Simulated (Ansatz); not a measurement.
Relaxed-ion elastic tensor of O (fcc (Cu type), Fm-3m) in GPa (Voigt order), the program Ansatz at the PBE+D3(BJ) level (PAW); density 2.41 g/cm³, 11.04 Å³ per atom.

```
78.0  50.8  50.8   0.0   0.0   0.0
50.8  78.0  50.8   0.0   0.0   0.0
50.8  50.8  78.0   0.0   0.0   0.0
 0.0   0.0   0.0  23.8   0.0   0.0
 0.0   0.0   0.0   0.0  23.8   0.0
 0.0   0.0   0.0   0.0   0.0  23.8
```

Problem. Is the crystal mechanically stable?

Solution. Yes: the smallest eigenvalue of C is 23.8 GPa.

Problem. Work out the Voigt, Reuss and Hill averages.

Solution. K_V = 59.9, K_R = 59.9, K_H = 59.9; G_V = 19.7, G_R = 18.3, G_H = 19.0 GPa.

Problem. Give Young's modulus, Poisson's ratio, Pugh's ratio and the universal anisotropy index.

Solution. E = 9KG/(3K + G) = 51.5 GPa; ν = 0.36; K/G = 3.15 (ductile by the Pugh limit of 1.75); A_U = 5G_V/G_R + K_V/K_R − 6 = 0.39.

Problem. Estimate the sound speeds and the Debye temperature.

Solution. v_l = √((K + 4G/3)/ρ) = 5950 m/s, v_t = √(G/ρ) = 2810 m/s, mean 3160 m/s; Θ = (h/k)(3n/4πV)^(1/3) v_m = 423 K.

Problem. Give the Zener ratio and Young's modulus along [100], [110] and [111].

Solution. A = 2C44/(C11 − C12) = 1.75; 1/E = S11 − 2(S11 − S12 − S44/2)Γ with Γ = 0, 1/4, 1/3 gives 37.9, 54.1, 63.1 GPa.

The cell is a constructed one: a structure type filled with these elements; neither database checked (COD, Materials Project) lists it. It is not the usual solid phase (space group No. 12). The PBE+D3(BJ) relaxation kept the symmetry of its start; its stability against distortions is not shown here. Magnetic state: ferromagnetic, chosen from 3 collinear starts compared on coarse meshes (ties went to the first, and starts can fall back to one state), not a proven ground state. The substance is a gas or liquid at ambient conditions. No Hubbard U is applied. As this level gives no gap, shear constants depend on the k-mesh and smearing (Fermi–Dirac, 0.1 eV here).

Potentials: the later of the program's two PAW sets.
